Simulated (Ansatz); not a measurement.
## From three elastic constants to directional properties of TiZn₃

Theory: DFT LDA, scalar-relativistic, plane waves, PAW in Ansatz. Cutoff 420 eV, 12×12×12 k-points (Γ-centred), Fermi-Dirac smearing of 0.15 eV. No spin polarisation.

Equilibrium structure at this level:
```cif
data_structure
_symmetry_space_group_name_H-M 'Pm-3m'
_symmetry_Int_Tables_number 221
_cell_length_a 3.8080
_cell_length_b 3.8080
_cell_length_c 3.8080
_cell_angle_alpha 90.000
_cell_angle_beta 90.000
_cell_angle_gamma 90.000
_cell_volume 55.22
loop_
_atom_site_label
_atom_site_type_symbol
_atom_site_symmetry_multiplicity
_atom_site_Wyckoff_symbol
_atom_site_fract_x
_atom_site_fract_y
_atom_site_fract_z
_atom_site_occupancy
Ti1 Ti 1 a 0.00000 0.00000 0.00000 1
Zn1 Zn 3 c 0.00000 0.50000 0.50000 1
```

In a metal, frequencies and elastic constants depend on the k mesh and the smearing, soft modes and shear constants most.

With ions relaxed, on the cubic axes: C11 = 161.8, C12 = 107.7, C44 = 89.3 GPa. The density is 7.337 g/cm³.

**Question.** Is the crystal stable against strain, and how anisotropic is it?

**Answer.** Born's conditions hold: C11 + 2C12 = 377.3, C11 − C12 = 54.1 and C44 = 89.3 GPa are all positive. B = (C11 + 2C12)/3 = 125.8 GPa. The two shear moduli are C44 and C′ = (C11 − C12)/2 = 27.0 GPa, so Zener's ratio is A = C44/C′ = 3.30: the tetragonal shear C′ is the soft one, as in many fcc and bcc metals and zincblende crystals. The Cauchy pressure C12 − C44 is 18.5 GPa; it would vanish for pair forces between atoms on inversion centres at zero pressure, and a positive value is usual with metallic or many-body binding.

**Question.** Give the sound speeds along the three symmetry directions.

**Answer.** The Christoffel equation gives ρv² for each branch:
```
direction branch                    ρv²    GPa v (m/s)
    [100]              L                    C11  161.8     4696
    [100]         T (×2) C44   89.3     3488
    [110]              L   (C11 + C12 + 2C44)/2  224.0     5526
    [110]   T, u ∥ [001]                    C44   89.3     3488
    [110]  T, u ∥ [1-10]          (C11 − C12)/2   27.0     1919
    [111]              L  (C11 + 2C12 + 4C44)/3  244.8     5776
    [111]         T (×2) (C11 − C12 + C44)/3   47.8     2552
```

**Question.** How does Young's modulus depend on direction?

**Answer.** Inverting gives S11 = 13.215, S12 = -5.282, S44 = 11.202 TPa⁻¹. Along a unit vector (l, m, n), 1/E = S11 − 2(S11 − S12 − S44/2)(l²m² + m²n² + n²l²), where the last bracket is 0, 1/4 and 1/3 for [100], [110] and [111]: E = 76, 148 and 217 GPa. With A > 1 the body diagonal is stiffest. For a film on (001), the biaxial modulus is C11 + C12 − 2C12²/C11 = 126 GPa and the normal strain is −2C12/C11 = -1.33 times the in-plane one.